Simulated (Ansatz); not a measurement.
# Is this Ga4As3P structure stable?

It was reached by relaxing an invented guess, and it needn't be the stable form of this composition.

All numbers below come from DFT PBE, scalar-relativistic, plane waves, PAW (Ansatz 0.2.0). Cutoff 420 eV, Γ-centred 6×6×6 mesh (8-atom cell), Gaussian smearing of 0.02 eV, no spin polarisation.

```cif
data_structure
_symmetry_space_group_name_H-M 'P 1'
_symmetry_Int_Tables_number 1
_cell_length_a 5.6829
_cell_length_b 5.6829
_cell_length_c 5.6829
_cell_angle_alpha 90.000
_cell_angle_beta 90.000
_cell_angle_gamma 90.000
_cell_volume 183.53
loop_
_atom_site_label
_atom_site_type_symbol
_atom_site_fract_x
_atom_site_fract_y
_atom_site_fract_z
_atom_site_occupancy
Ga1 Ga 0.24532 0.75468 0.24532 1
Ga2 Ga 0.24532 0.24532 0.75468 1
Ga3 Ga 0.75468 0.75468 0.75468 1
Ga4 Ga 0.75468 0.24532 0.24532 1
P1 P 0.00000 0.00000 0.00000 1
As1 As 0.00000 0.50000 0.50000 1
As2 As 0.50000 0.50000 0.00000 1
As3 As 0.50000 0.00000 0.50000 1
```

Energies over the elements count from the elements' standard structures at the same level, with no fitted energy shifts. The references include black phosphorus.

Problem. These tests were run: energy against the elements; phonons at Γ; elastic tensor. What do they show?

Solution.

```json
{"test": "energy against the elements", "result": "−0.366 eV/atom"}
{"test": "phonons at Γ", "result": "lowest optical mode 78 cm⁻¹"}
{"test": "elastic tensor", "result": "least eigenvalue 54 GPa"}
```

It fails none of these tests. Other phases of the system weren't compared here, so this isn't yet thermodynamic stability. Phonons away from Γ weren't computed.

The reference forms of As and P are held partly by dispersion forces, which this level lacks. The run for the phonons used a 6×6×6 k mesh. The run for the elastic tensor used a 6×6×6 k mesh.
